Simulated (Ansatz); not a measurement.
## Phonons of SrPb in the CrB-type structure

The computed numbers are results of PBEsol, scalar-relativistic (no spin polarisation) in the plane-wave PAW code Ansatz at 420 eV, Gaussian smearing of 0.15 eV. The datasets are Ansatz's generated set soft_2.

```
Sr Pb
1.0
     2.51518   -6.08764    0.00000
     2.51518    6.08764    0.00000
     0.00000    0.00000    4.62299
Sr Pb
2 2
Direct
  0.86610 0.13390 0.25000
  0.13390 0.86610 0.75000
  0.58438 0.41562 0.25000
  0.41562 0.58438 0.75000
```

The start was a prototype's sites filled with these elements; the Crystallography Open Database holds the compound in this structure.

Force constants come from finite displacements in a 2×2×2 supercell (the unit cell's 8×8×8 k-mesh, folded to it); the long-range dipole term is not included. Points in reciprocal vectors of this cell: Γ = (0.000, 0.000, 0.000), Y = (-0.500, 0.500, 0.000), C0 = (-0.293, 0.707, 0.000), Σ0 = (0.293, 0.293, 0.000), Z = (0.000, 0.000, 0.500), A0 = (0.293, 0.293, 0.500), E0 = (-0.293, 0.707, 0.500), T = (-0.500, 0.500, 0.500), S = (0.000, 0.500, 0.000), R = (0.000, 0.500, 0.500).

Q: Is the structure dynamically stable along this path, and where does the spectrum end?

A: Yes: no branch is imaginary beyond numerical noise. The highest frequency is 119 cm⁻¹, at Y. Points that don't fit the supercell are interpolated.

Frequencies at the named points (cm⁻¹, imaginary ones negative):
| point | ω (cm⁻¹) |
| --- | --- |
| Γ | 0 0 0 37 77 89 89 90 107 108 116 116 |
| Y | 21 25 40 52 73 86 94 95 97 102 113 119 |
| C0 | 40 49 57 57 81 85 89 89 101 102 106 108 |
| Σ0 | 40 49 57 57 81 85 89 89 101 102 106 108 |
| Z | 47 47 56 56 73 73 95 95 95 95 110 110 |
| A0 | 42 42 48 48 71 71 92 92 109 109 117 117 |
| E0 | 42 42 48 48 71 71 92 92 109 109 117 117 |
| T | 42 42 55 55 80 80 95 95 97 97 113 113 |
| S | 37 51 58 61 76 83 93 94 98 99 106 110 |
| R | 41 41 48 48 72 72 90 90 110 110 117 117 |

Q: What does the harmonic approximation give for the vibrational free energy, entropy and heat capacity?

A: Zero-point energy 14.6 meV/atom.
```tsv
T (K)	F_vib (meV/atom)	S (J/K per mole of atoms)	C_V (J/K per mole of atoms)
100	2.7	25.2	22.2
200	-32.7	41.5	24.2
300	-81.2	51.4	24.6
400	-138.3	58.5	24.8
500	-201.9	64.0	24.8
600	-270.6	68.5	24.9
700	-343.7	72.4	24.9
800	-420.5	75.7	24.9
900	-500.5	78.6	24.9
1000	-583.3	81.3	24.9
```

The highest mode, 119 cm⁻¹, is worth 170 K. At 300 K the heat capacity has reached 99 % of the classical limit 3R = 24.9 J/K per mole of atoms, since all modes lie under k_BT.

The crystal is a metal or nearly so; low and unstable modes depend on mesh and smearing.

Cost: 23 min on 4 threads of Arm Neoverse V2, with other jobs on the host, peak memory 7 GiB.

Spin–orbit coupling, which matters for such heavy elements, is left out.
